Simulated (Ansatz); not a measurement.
YAl$_{3}$:
```
CELL_PARAMETERS angstrom
      4.24279     0.00000     0.00000
      0.00000     4.24279     0.00000
      0.00000     0.00000     4.24279
ATOMIC_POSITIONS crystal
  Y  0.00000 0.00000 0.00000
  Al 0.00000 0.50000 0.50000
  Al 0.50000 0.00000 0.50000
  Al 0.50000 0.50000 0.00000
```

Relaxed with r²SCAN. Special points in fractions of this cell's reciprocal vectors: Γ (0.000, 0.000, 0.000); X (0.000, 0.500, 0.000); M (0.500, 0.500, 0.000); R (0.500, 0.500, 0.500).

**Question.** List the band energies nearest the Fermi level at these points for DFT-r²SCAN in the program Ansatz with PAW potentials.

**Answer.** In eV from the Fermi level; about four levels below and three above (degenerate sets whole), none deeper than 8.9 eV; points with the same levels are listed once.

| k | below | above |
|---|---|---|
| Γ | -3.02 -3.02 -1.70 -1.70 -1.70 | 1.82 1.82 1.82 |
| X | -7.31 -1.97 -1.97 -1.76 | 0.29 1.21 1.21 |
| M | -5.42 -5.42 -4.31 -0.70 -0.70 | 1.02 1.58 3.12 |
| R | -4.44 -2.53 -2.53 -2.53 | 1.91 4.09 4.09 |

Space group Pm-3m (Cu3Au type). The first step of the workflow began from a Materials Project structure, measured or hypothetical; the Crystallography Open Database copy checked does not list it. Its standing as an ambient phase is unchecked. The r²SCAN relaxation kept the symmetry of its start; whether a distortion lowers the energy is not shown. The run is not spin-polarised. Spin–orbit coupling is left out wherever it is not named.

Potentials: the later of the program's two PAW sets.
